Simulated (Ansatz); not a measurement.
# Property card for ZrAg

ZrAg:
```cif
data_AgZr
_chemical_formula_sum 'Ag1 Zr1'
_space_group_name_H-M_alt 'P 1'
_space_group_IT_number 1
_cell_length_a 3.94875
_cell_length_b 3.94875
_cell_length_c 3.94875
_cell_angle_alpha 60.000
_cell_angle_beta 60.000
_cell_angle_gamma 60.000
loop_
_space_group_symop_operation_xyz
  'x, y, z'
loop_
_atom_site_label
_atom_site_type_symbol
_atom_site_fract_x
_atom_site_fract_y
_atom_site_fract_z
_atom_site_occupancy
Ag1 Ag 0.00000 0.00000 0.00000 1
Zr1 Zr 0.50000 0.50000 0.50000 1
```

Space group Fm-3m (No. 225), rock salt; conventional cell a = b = c = 5.584 Å, α = β = γ = 90.00°.

Method: PBEsol in the plane-wave PAW code Ansatz. Structure relaxed to zero pressure with the same functional. Other levels are named where they apply.

Cell and energy:

```json
{
 "volume_per_atom": "21.77 Å³",
 "density": "7.59 g/cm³",
 "Formation energy from the elements (no fitted shifts)": "0.46 eV/atom"
}
```

Electronic structure:

```json
{
 "electronic_character": "metallic (no gap)",
 "Density of states at the Fermi level": "1.4 states/eV per atom (mean over ±0.08 eV)",
 "Gap with spin–orbit coupling": "none (metallic)"
}
```

Mechanics:

```json
{
  "Bulk modulus (Birch–Murnaghan fit)": "103 GPa",
  "Pressure derivative B′": "4.5",
  "Elastic constants (relaxed ions, GPa)": "C11 = 204, C12 = 51.6, C44 = -21.2",
  "mechanical_stability": "unstable (C has a negative eigenvalue)"
}
```

Phonons:

```json
{
  "highest_zone_centre_frequency": "156 cm⁻¹",
  "zone_centre_stability": "no imaginary mode at Γ"
}
```

The start of the workflow was typed in or built on a structure type; neither database checked (COD, Materials Project) lists it. COD files the formula under space group No. 129. Whether it is the stable phase at ambient conditions was not checked. The cell was relaxed with PBEsol under the symmetry of its start. No spin polarisation was allowed. Its formation energy is positive at this level, so the cell may be metastable or incomplete. As this level gives no gap, shear constants depend on the k-mesh and smearing (Fermi–Dirac, 0.1 eV here). As this level gives no gap, phonon frequencies hold no LO–TO term and depend on the k-mesh and smearing (Fermi–Dirac, 0.1 eV here). The references are the lowest solids computed at this level, not always the standard phases. Spin–orbit coupling is left out wherever it is not named.

Potentials: the earlier of the program's two PAW sets. The files were generated under PBE; for other functionals the program regenerates the frozen cores, and for LDA and PBEsol the local potential too.
